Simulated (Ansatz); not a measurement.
## Structure relaxation, Ir

The start is a generated trial cell of Ir in the beta-W structure type. A full variable-cell relaxation at zero pressure is run with PBEsol (plane waves to 420 eV, PAW, scalar-relativistic; Ansatz, an electronic-structure program). First-step values are on the input's coarse k-mesh.

Ansatz input (later rounds restart from its end on a renewed k-mesh):
Ansatz 0.2 input:
```yaml
crystal:
  lattice:
    - [4.870138, 0, 0]
    - [0, 4.870138, 0]
    - [0, 0, 4.870138]
  atoms:
    - { symbol: Ir, position: [0.25, 0, 0.5] }
    - { symbol: Ir, position: [0.75, 0, 0.5] }
    - { symbol: Ir, position: [0, 0.5, 0.25] }
    - { symbol: Ir, position: [0, 0.5, 0.75] }
    - { symbol: Ir, position: [0.5, 0.25, 0] }
    - { symbol: Ir, position: [0.5, 0.75, 0] }
    - { symbol: Ir, position: [0, 0, 0] }
    - { symbol: Ir, position: [0.5, 0.5, 0.5] }
basis: { ecutwfc: 420, ecutrho_ratio: 4, xc_grid: 2, fft_grid_basis: typed }
kpoints: { mp_grid: { grid: [7, 7, 7] } }
hamiltonian:
  xc: pbesol
  dispersion: none
  pseudopotentials: { kind: paw }
scf: { occupations: { method: fermi_dirac, width: 0.05 } }
relax: { f_tol: 0.01, max_steps: 100, cell: { stress_tol: 0.02 } }
output: { forces: true, stress: true }
```

What pressure does the first self-consistent step give?

+4.5 GPa (positive: the cell is compressed).

By how much does the energy per atom fall from start to end?

Under 0.01 eV/atom.

How does the volume per atom move from start to end?

+1.3 %, from 14.44 to 14.62 Å³/atom.

How do the shortest distances between atoms change?

The closest pairs of elements (up to four, under 3.6 Å), start → end: Ir–Ir 2.44 → 2.45 Å.

Is the relaxed structure metallic? Give its gap.

No gap (metallic).

What does it relax into? Give the structure.


Space group Pm-3n (No. 223); a = b = c = 4.891 Å, α = β = γ = 90.00°

| atom | site | symmetry | x | y | z |
|---|---|---|---|---|---|
| Ir | 6c | -4m.2 | 0.0000 | 0.5000 | 0.2500 |
| Ir | 2a | m-3. | 0.0000 | 0.0000 | 0.0000 |

The space group stays Pm-3n (No. 223) (the run could not lower it), with 8 atoms in the primitive cell. Final values are on a 10×10×10 k-mesh of the relaxed cell. No spin polarisation in the result.

The run could not lose the symmetry of its start: the end is stationary, and may be a saddle point rather than a minimum.

All atoms sit on sites fixed by symmetry, so only the cell could relax.

The relaxed structure here is a generated cell of Ir: the first start was made by placing the elements on the sites of a structure type, and the end was not matched to a known phase here, so it may be hypothetical. Known forms of Ir include space group No. 225.
